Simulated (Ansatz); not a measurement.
YN:
```cif
data_N4Y4
_chemical_formula_sum 'Y4 N4'
_space_group_name_H-M_alt 'Fm-3m'
_space_group_IT_number 225
_space_group_name_Hall '-F 4 2 3'
_cell_length_a 4.90600
_cell_length_b 4.90600
_cell_length_c 4.90600
_cell_angle_alpha 90.000
_cell_angle_beta 90.000
_cell_angle_gamma 90.000
loop_
_atom_site_label
_atom_site_type_symbol
_atom_site_symmetry_multiplicity
_atom_site_Wyckoff_symbol
_atom_site_fract_x
_atom_site_fract_y
_atom_site_fract_z
_atom_site_occupancy
Y1 Y 4 b 0.50000 0.50000 0.50000 1
N1 N 4 a 0.00000 0.00000 0.00000 1
```
(The calculation used a cell of 2 atoms; values per cell refer to that cell.)

Relaxed with PBE.

Task: Which orbitals make up the states near the band edges in DFT-PBE in the program Ansatz with PAW potentials?

Result: Top 1 eV of the valence band: N 2p 80 %, Y 4d 16 %. Bottom 1 eV of the conduction band: Y 4d 82 %, N 2p 17 %. Projections are on Löwdin-orthogonalised atomic valence shells; empty p or d shells of many metals are not among them.

Task: Tabulate the density of states.

Result: States/eV per cell of 2 atoms, in 0.25 eV bins, energy from the valence-band maximum.

```
E (eV)  total  N 2p  Y 4d  Y 5s
------  -----  ----  ----  ----
-7.85    0.00  0.00  0.00  0.00
-7.60    0.00  0.00  0.00  0.00
-7.35    0.00  0.00  0.00  0.00
-7.10    0.00  0.00  0.00  0.00
-6.85    0.00  0.00  0.00  0.00
-6.60    0.00  0.00  0.00  0.00
-6.35    0.00  0.00  0.00  0.00
-6.10    0.00  0.00  0.00  0.00
-5.85    0.00  0.00  0.00  0.00
-5.60    0.00  0.00  0.00  0.00
-5.35    0.00  0.00  0.00  0.00
-5.10    0.00  0.00  0.00  0.00
-4.85    0.00  0.00  0.00  0.00
-4.60    0.00  0.00  0.00  0.00
-4.35    0.00  0.00  0.00  0.00
-4.10    0.00  0.00  0.00  0.00
-3.85    0.21  0.10  0.08  0.02
-3.60    0.43  0.22  0.15  0.04
-3.35    0.75  0.41  0.24  0.07
-3.10    1.27  0.74  0.36  0.12
-2.85    1.35  0.82  0.34  0.13
-2.60    1.34  0.85  0.29  0.14
-2.35    0.95  0.63  0.20  0.08
-2.10    2.11  1.41  0.60  0.05
-1.85    3.65  2.53  0.98  0.03
-1.60    4.73  3.35  1.14  0.01
-1.35    2.61  1.84  0.66  0.01
-1.10    1.80  1.33  0.41  0.00
-0.85    1.46  1.13  0.27  0.00
-0.60    0.99  0.82  0.13  0.00
-0.35    0.27  0.24  0.03  0.00
-0.10    0.07  0.06  0.00  0.00
0.15     0.00  0.00  0.00  0.00
0.40     0.03  0.00  0.02  0.00
0.65     0.09  0.01  0.08  0.00
0.90     0.14  0.02  0.11  0.00
1.15     0.20  0.04  0.16  0.00
1.40     0.25  0.05  0.20  0.00
1.65     0.30  0.06  0.24  0.00
1.90     0.36  0.07  0.28  0.00
2.15     0.41  0.07  0.33  0.00
2.40     0.48  0.08  0.38  0.00
2.65     0.55  0.09  0.43  0.00
2.90     0.66  0.11  0.52  0.01
3.15     0.79  0.13  0.62  0.01
3.40     0.80  0.14  0.62  0.02
3.65     0.88  0.15  0.68  0.02
3.90     0.88  0.14  0.69  0.02
4.15     0.81  0.11  0.64  0.02
4.40     0.91  0.12  0.70  0.03
4.65     0.99  0.13  0.75  0.05
4.90     1.10  0.15  0.82  0.06
```

The PBE relaxation kept the symmetry of its start. The run is not spin-polarised. Scalar-relativistic: spin–orbit coupling is off unless named, which matters more the heavier the elements.

Potentials: the later of the program's two PAW sets.
